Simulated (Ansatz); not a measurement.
Te (begun as hcp type, now distorted hcp), DFT, PBEsol, all-electron PAW with datasets made for the crystal, scalar-relativistic (Ansatz 0.2.0), on 1 thread of Arm Neoverse N1 (shared host).

Command: `ansatz run input.yaml --threads 1 --pin off --max-ram 2048MiB --backend cpu --events-out ev --progress --plain --runs-dir out`

```yaml
crystal:
  lattice:
    - [3.5595680758, 0.0, 0.0]
    - [-1.7797840379, 3.0826763802, 0.0]
    - [0.0, 0.0, 4.5152125765]
  atoms:
    - { symbol: Te, position: [0.3333333333, 0.6666666667, 0.25] }
    - { symbol: Te, position: [0.6666666667, 0.3333333333, 0.75] }
kpoints:
  mp_grid: { grid: [14, 14, 8] }
scf:
  occupations: { method: fermi_dirac, width: 0.08 }
hamiltonian:
  xc: pbesol
  pseudopotentials: { kind: all_electron, datasets: crystal }
output:
  forces: true
  stress: true
  eigenvalues: true
```

How large is the problem that the program sets up?

120 irreducible k-points, 273 plane waves at Γ, 10 bands.

About how long does it take?

11 s of wall time for 6 SCF iterations. Times on shared machines scatter by tens of per cent.
